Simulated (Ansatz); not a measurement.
Data:

Li$_{4}$MgNb$_{6}$O$_{18}$:
Space group P3 (No. 143); a = 5.1660 Å, b = 5.1660 Å, c = 13.8843 Å, α = 90.00°, β = 90.00°, γ = 120.00°

```csv
atom,site,symmetry,x,y,z
Li,1c,3..,0.6667,0.3333,0.5573
Li,1b,3..,0.3333,0.6667,0.3881
Li,1b,3..,0.3333,0.6667,0.8825
Li,1a,3..,0.0000,0.0000,0.7221
Mg,1a,3..,0.0000,0.0000,0.2125
Nb,1b,3..,0.3333,0.6667,0.1642
Nb,1c,3..,0.6667,0.3333,0.3381
Nb,1a,3..,0.0000,0.0000,0.5036
Nb,1b,3..,0.3333,0.6667,0.6688
Nb,1c,3..,0.6667,0.3333,0.8361
Nb,1a,3..,0.0000,0.0000,0.9939
O,3d,1,0.2558,0.3148,0.1063
O,3d,1,0.0073,0.3682,0.2727
O,3d,1,0.3426,0.2950,0.4369
O,3d,1,0.0379,0.3240,0.6024
O,3d,1,0.0074,0.6256,0.7677
O,3d,1,0.3340,0.0346,0.9304
```

This is the r²SCAN-relaxed structure.

Problem. All from DFT-r²SCAN in the program Ansatz with PAW potentials, unless another level is named. Estimate the HSE06 gap on the r²SCAN cell.

Solution. 4.73 eV.

Problem. What about the smallest direct gap on the standard path?

Solution. 3.75 eV.

Problem. Next, the electron effective mass?

Solution. 1.3, 2.3, 2.5 mₑ (principal values).

Problem. Give the weight of the conduction-edge state by species (Voronoi cells).

Solution. Nb 70 %, O 29 %.

Problem. What about the valence-band maximum?

Solution. on the Γ–A line, 96 % of the way from Γ.

The start of the workflow was typed in or built on a structure type; neither database checked (COD, Materials Project) lists it. Whether it is the stable phase at ambient conditions was not checked. The cell was relaxed with r²SCAN under the symmetry of its start; its stability against distortions is not shown here. No spin polarisation was allowed. Spin–orbit coupling is left out wherever it is not named.

Potentials: the later of the program's two PAW sets.
